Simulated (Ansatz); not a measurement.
**Calculation log, TiC (Fm-3m) (phonons)**

Level of theory: r²SCAN, PAW on Ansatz 0.2.0's default frozen-core files (fitted under PBE), scalar-relativistic.

The cell is the relaxed one with its volume scaled by 0.98.

Command:

```sh
ansatz run input.yaml --threads 1 --pin off --max-ram 3072MiB --backend cpu --events-out ev --progress --plain --runs-dir out
```

input.yaml:

```yaml
crystal:
  lattice:
    - [0.0, 2.14936386478, 2.14936386478]
    - [2.14936386478, 0.0, 2.14936386478]
    - [2.14936386478, 2.14936386478, 0.0]
  atoms:
    - { symbol: Ti, position: [0.0, 0.0, 0.0] }
    - { symbol: C, position: [0.5, 0.5, 0.5] }
kpoints:
  mp_grid: { grid: [14, 14, 14] }
scf:
  occupations: { method: fermi_dirac, width: 0.08 }
hamiltonian:
  xc: r2scan
  pseudopotentials: { kind: paw }
phonons:
  qmesh: [2, 2, 2]
  qpath:
    path:
      - [0.0, 0.0, 0.0]
      - [0.5, 0.0, 0.5]
      - [0.625, 0.25, 0.625]
      - [0.375, 0.375, 0.75]
      - [0.0, 0.0, 0.0]
      - [0.5, 0.5, 0.5]
      - [0.5, 0.25, 0.75]
      - [0.5, 0.0, 0.5]
    npoints: 6
  temperatures: { t_min: 0, t_max: 1000, t_step: 100 }
```

Output (shortened where marked):

```
Warning: RAYON_NUM_THREADS=1 ignored (pool sized by the plan → 1); use --threads N
Engine: ansatz 0.2.0, x86_64-unknown-linux-gnu
Pseudopotentials: kind: paw
Pseudopotential: Ti, paw, valence charge 12, recommended cutoff 500 eV (meta_gga), Ti.paw.azcp
Pseudopotential: C, paw, valence charge 4, recommended cutoff 500 eV (meta_gga), C.paw.azcp
Functional definition: r2SCAN
  parameter k0 = 0.174
  parameter k1 = 0.065
  parameter a1 = 4.9479
  exchange = r2scan_x(k0 = k0, k1 = k1, a1 = a1)
  correlation = r2scan_c
Crystal: 4 atoms, lattice volume = 39.718 Å³
Basis set: ecut = 500 eV, 1033 PW (Γ), FFT grids on a1, a2, −a2+a3, exchange–correlation on 120×120×200 points (125 copies of the dense FFT grid, shifted against one another)
Bands: 20, of which v1, the nominal top of the filled ones, is band 16 counted from 1 (15 counted from 0)
Symmetry: 24 space group operations
k-points: 144 of 1372
Non-local potential: Ti, projectors of the file, l = 0: 3, l = 1: 2, l = 2: 3, l = 3: 1
Non-local potential: C, projectors of the file, l = 0: 2, l = 1: 2, l = 2: 1
PAW form: soft (Blöchl's): semilocal exchange-correlation on the pseudo side does not see the compensation charge
PAW frozen core: Ti, regenerated for the run's functional (the file was generated under x = pbe(κ = 0.804, μ = 0.2195149727645171), c = pbe(β = 0.06672455060314922))
PAW frozen core: C, regenerated for the run's functional (the file was generated under x = pbe(κ = 0.804, μ = 0.2195149727645171), c = pbe(β = 0.06672455060314922))
PAW one-centre angular grid: Ti, 590 points (default); XC on 160 Gauss nodes
PAW one-centre angular grid: C, 302 points (default); XC on 239 of its mesh's 2573 points in the sphere
Initial density: handed on by an earlier stage of this run
Initial wavefunctions: those handed on with the density
Functional: x = r2scan, c = r2scan; τ floored in thin density (d = 2e-4 eV/Å³)
SCF iter   1: F=—  HF=-5516.022328 eV  |F-HF|=—  |Δ(HF+E_count)|=         —  Δρ=6.68e-8  dr2=2.05e-12  dr2_τ=3.35e-13  ethr=1.95e-12  ⟨swp⟩=6.4  Hψ=13501  notcnv=0
preconditioner: auto → Kerker (q_TF=auto, 2.632 Å⁻¹)  [metal: Δε(μ)=0.123 eV  Ē_g=7.383 eV  σ=0.080 eV  W_gap=0.36  n_scr=16 (ndim 8)  ℏωp=23.6 eV  f_vac=0.000  D(μ)=0.51/eV (n_scr^D=2)]
SCF iter   2: F=-5516.022328 eV  HF=-5516.022328 eV  |F-HF|=9.09e-13  |Δ(HF+E_count)|=    0.00e0  Δρ=2.97e-8  dr2=1.34e-13  dr2_τ=6.02e-14  ethr=1.00e-12  ⟨swp⟩=3.0  Hψ=6725  notcnv=0
SCF 1 converged in 2 iterations: F = -5516.022328 eV  dr2 = 1.34e-13
  greatest PAW one-centre occupation: 1.001 electrons in one spin orbital (limit 2), on the Ti atom at site 2 (counted from 0), in its partial waves of l = 1
iter 1 solved again at ethr=1.00e-12 eV; its pass at ethr=3.10e-3 eV (dr2=1.35e-13 eV) is discarded
SCF iter   1: F=—  HF=-5516.022328 eV  |F-HF|=—  |Δ(HF+E_count)|=         —  Δρ=2.97e-8  dr2=1.34e-13  dr2_τ=6.05e-14  ethr=1.00e-12  ⟨swp⟩=1.7  Hψ=16203  notcnv=0
SCF iter   2: F=-5516.022328 eV  HF=-5516.022328 eV  |F-HF|=9.09e-13  |Δ(HF+E_count)|=  1.82e-12  Δρ=1.83e-8  dr2=5.41e-14  dr2_τ=5.72e-15  ethr=1.00e-12  ⟨swp⟩=2.9  Hψ=6201  notcnv=0
SCF 2 converged in 2 iterations: F = -5516.022328 eV  dr2 = 5.41e-14
[... 54 lines left out ...]
iter 1 solved again at ethr=6.06e-8 eV; its pass at ethr=3.10e-3 eV (dr2=1.94e-5 eV) is discarded
SCF iter   1: F=—  HF=-5516.022291 eV  |F-HF|=—  |Δ(HF+E_count)|=         —  Δρ=1.63e-4  dr2=1.02e-5  dr2_τ=1.10e-6  ethr=6.06e-8  ⟨swp⟩=2.0  Hψ=41231  notcnv=0  defer=63
SCF iter   2: F=—  HF=-5516.022289 eV  |F-HF|=—  |Δ(HF+E_count)|=   2.17e-6  Δρ=9.55e-5  dr2=3.87e-6  dr2_τ=8.93e-8  ethr=3.18e-8  ⟨swp⟩=1.3  Hψ=8280  notcnv=0  defer=63
SCF iter   3: F=—  HF=-5516.022289 eV  |F-HF|=—  |Δ(HF+E_count)|=   5.57e-7  Δρ=1.77e-5  dr2=8.61e-8  dr2_τ=4.77e-9  ethr=1.21e-8  ⟨swp⟩=2.0  Hψ=10724  notcnv=0  defer=63
SCF iter   4: F=—  HF=-5516.022290 eV  |F-HF|=—  |Δ(HF+E_count)|=   2.28e-7  Δρ=7.75e-6  dr2=1.68e-8  dr2_τ=5.06e-10  ethr=2.69e-10  ⟨swp⟩=2.1  Hψ=10723  notcnv=0  defer=63
SCF iter   5: F=—  HF=-5516.022290 eV  |F-HF|=—  |Δ(HF+E_count)|=   7.36e-9  Δρ=1.03e-6  dr2=4.31e-10  dr2_τ=5.46e-11  ethr=5.25e-11  ⟨swp⟩=2.1  Hψ=11123  notcnv=0  defer=63
SCF iter   6: F=—  HF=-5516.022290 eV  |F-HF|=—  |Δ(HF+E_count)|=  1.44e-10  Δρ=7.23e-7  dr2=2.39e-10  dr2_τ=2.39e-11  ethr=1.35e-12  ⟨swp⟩=2.9  Hψ=13965  notcnv=0  defer=63
SCF iter   7: F=—  HF=-5516.022290 eV  |F-HF|=—  |Δ(HF+E_count)|=  1.64e-11  Δρ=2.36e-7  dr2=2.41e-11  dr2_τ=1.35e-12  ethr=1.00e-12  ⟨swp⟩=2.1  Hψ=9572  notcnv=0  defer=63
SCF iter   8: F=-5516.022290 eV  HF=-5516.022290 eV  |F-HF|=9.09e-13  |Δ(HF+E_count)|=  5.46e-12  Δρ=1.11e-7  dr2=6.19e-12  dr2_τ=1.34e-13  ethr=1.00e-12  ⟨swp⟩=5.1  Hψ=28286  notcnv=0
SCF 8 converged in 8 iterations: F = -5516.022290 eV  dr2 = 6.19e-12
SCF converged after 2 iterations
Free energy (F): -5516.022328 eV
Harris-Foulkes:  -5516.022328 eV  (|F-HF|=9.09e-13)
Internal energy: -5516.011448 eV  (E = F + TS)
E sigma→0 (E₀):  -5516.016888 eV
Entropy (-TS):   -0.010880 eV (-2.720 meV/atom)
Fermi energy:    15.130562 eV
--- Per-component energies (eV) ---
  E_band       = -239.010600
  E_kinetic    = 728.656785
  E_local      = -1518.305635  (includes V_loc(G=0)·N_el)
  E_nonlocal   = 61.936585
  E_hartree    = 617.927450
  E_xc         = -285.529983
  E_vxc        = -402.810989  (∫ρ·V_xc dr)
  E_paw        = -2312.409237  (= ΣΔE_a)
  E_vpaw       = -369.365084  (= ΣTr[D̂ρ^β])
  E_aug_tail   = 0.000211  (compensation charges beyond the density's cutoff)
  E_vtau       = 25.022628  (kinetic-family band-sum trace: ∫τ·v_τ [+ j·A + Jᵃ·Aᵃ] dr)
  E_ewald      = -2807.731162
  E_core_change = -0.556462  (= ΣΔE_core)
  E_smearing   = -0.010880  (= −TS)
  E_closure    = 0.000000  (closes the sum)
  Σ components = -5516.022328   (vs F -5516.022328, Δ=0.00e0)
--- Forces (eV/Å), atoms counted from 1 ---
  atom   1  Ti    -0.00000000    -0.00000000     0.00000000
  atom   2  C      0.00000000     0.00000000    -0.00000000
  atom   3  Ti    -0.00000000    -0.00000000    -0.00000000
  atom   4  C      0.00000000     0.00000000    -0.00000000
  max |Σ_I F_I| component: 1.75e-27 eV/Å
--- Phonons: 4 displaced members + 2 references (amplitude of the first 0.0025 Å, Σ member SCF iterations 33) ---
  ASR residual: 1.531e-3 → 0.000e0 eV/Å²; symmetrization residual: 5.472e-4 eV/Å²
  largest component of a force at the reference: 8.8e-28 eV/Å
  ASR residual per site (eV/Å²): 7.90e-4 1.53e-3
  Γ frequencies (cm⁻¹): 0.00 0.00 0.00 534.79 534.79 534.79
--- Phonons (by wavevector): 3 wavevectors in 2 supercells ---
  supercell 1 (2 cells, vectors [1, 0, 0], [0, 1, 0], [0, 0, 2] in multiples of the cell's): 2 displaced members by 0.0025 Å; free energy -5516.022328 eV; taken off its force constants: by the sum rule 1.6e-3, by the ...
  symmetry images taken by strict's conditions (phonons.symmetry_images: auto; settled by no image being taken that strict refuses)
  supercell 2 (2 cells, vectors [1, 0, 0], [0, 1, -1], [0, 0, 2] in multiples of the cell's): 2 displaced members by 0.0025 Å; free energy -5516.022328 eV; taken off its force constants: by the sum rule 1.5e-3, by the ...
  symmetry images taken by strict's conditions (phonons.symmetry_images: auto; settled by no image being taken that strict refuses)
  q = [0.0000, 0.0000, 0.0000] (star 1, supercell 1; hermiticity 0.00e0, symmetrization 1.05e-6): -0.00 -0.00 0.00 534.79 534.79 534.79
  q = [0.0000, 0.0000, -0.5000] (star 4, supercell 1; hermiticity 8.89e-17, symmetrization 6.73e-16): 266.93 266.93 474.96 594.41 594.41 758.94
  q = [0.0000, -0.5000, -0.5000] (star 3, supercell 2; hermiticity 1.03e-16, symmetrization 4.08e-16): 300.39 300.39 375.08 538.60 538.60 625.07
  joined force constants: q→R imaginary residual 4.39e-18
  density of states and harmonic sums: on the 26×26×26 q-mesh, interpolated from the force constants of a 2×2×2 supercell (no non-analytic term)
  largest difference from the sums on the solved wave vectors: F 3.89e-2 eV, S 7.12e-5 and C_V 3.23e-5 eV/K
```

The calculation finished and met its thresholds.

Phonons on the q mesh:

Harmonic phonons of a crystal by Kohn-Sham DFT at the given cell, standard atomic masses, acoustic sum rule imposed; negative wavenumbers are unstable modes; one row a degenerate set, branches counted upwards.

- Unstable phonons: no

```csv
point,q a (r.l.u.),q b (r.l.u.),q c (r.l.u.),branch,phonon wavenumber (cm⁻¹),degeneracy
Gamma,0,0,0,4,534.8,3
L,0.5,0,0,1,266.9,2
L,0.5,0,0,3,475,1
L,0.5,0,0,4,594.4,2
L,0.5,0,0,6,758.9,1
X,0.5,0.5,0,1,300.4,2
X,0.5,0.5,0,3,375.1,1
X,0.5,0.5,0,4,538.6,2
X,0.5,0.5,0,6,625.1,1
```

**Harmonic thermodynamics**

Sums over wave vectors interpolated from the q mesh.

```
Zero point energy : 85.44 meV/atom
```

```csv
temperature (K),phonon heat capacity (k_B/atom),phonon entropy (k_B/atom),phonon free energy (meV/atom)
100,0.4069,0.1334,85.18
200,1.377,0.7222,81.69
300,2.018,1.414,72.47
400,2.37,2.048,57.5
500,2.569,2.6,37.41
600,2.69,3.08,12.89
700,2.767,3.501,-15.5
800,2.818,3.874,-47.31
900,2.855,4.208,-82.16
1000,2.882,4.51,-119.8
```

Zone-centre phonons:

Optical zone-centre levels upwards with Mulliken labels, activity, and the element with most of the kinetic energy.

* Point group: m-3m

```
number  phonon wavenumber (cm⁻¹)  label  infrared  raman  lead element
     1                     534.8    T1u       yes     no             C
```

Keep in mind: frozen-core PAW files fitted under PBE, their cores solved anew for the functional of the run; responses of metals move with mesh and smearing; cell scaled away from its relaxed volume; coarse q mesh; activity by symmetry alone, a metal screens infrared modes.

It took 3.7 min on 1 thread of Intel(R) Xeon(R) Platinum 8488C (Sapphire Rapids), with other jobs on the host, peak memory 0.94 GiB.
